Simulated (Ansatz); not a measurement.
A run on LiInPt: DFT, PBEsol, norm-conserving pseudopotentials, Ansatz's default files, scalar-relativistic (Ansatz 0.2.0).

Command: `ansatz run input.yaml --threads 1 --pin off --max-ram 3072MiB --backend cpu --events-out ev --progress --plain --runs-dir out`

```yaml
crystal:
  lattice:
    - [4.4674876125, 0.0, 0.0]
    - [-2.2337438063, 3.8689577636, 0.0]
    - [0.0, 0.0, 2.8845581184]
  atoms:
    - { symbol: Li, position: [0.0, 0.0, 0.0] }
    - { symbol: In, position: [0.3333333333, 0.6666666667, 0.5] }
    - { symbol: Pt, position: [0.6666666667, 0.3333333333, 0.0] }
kpoints:
  mp_grid: { grid: [9, 9, 12] }
scf:
  occupations: { method: fermi_dirac, width: 0.05 }
hamiltonian:
  xc: pbesol
  pseudopotentials: { kind: nc }
output:
  forces: true
  stress: true
  eigenvalues: true
  efg: { contact_densities: true }
  populations: true
```

Problem. How does the run end?

Solution. It is refused before any iteration. The log ends:
```
Error: output.efg without hamiltonian.pseudopotentials.kind: paw|paw_fr|all_electron or hamiltonian.pseudopotentials.kind: all_electron — the all-electron EFG reconstruction needs the PAW one-centre densities; drop the efg request, or set kind: paw (paw_fr under spin-orbit coupling) (under a functional that reads the kinetic-energy density, kind: paw is refused in some combinations and carries risks of its own in the rest: see hamiltonian.xc for the refusals and hamiltonian.pseudopotentials.kind for the risks, both in the input reference; kind: paw is refused beside gw.static_remainder)
```
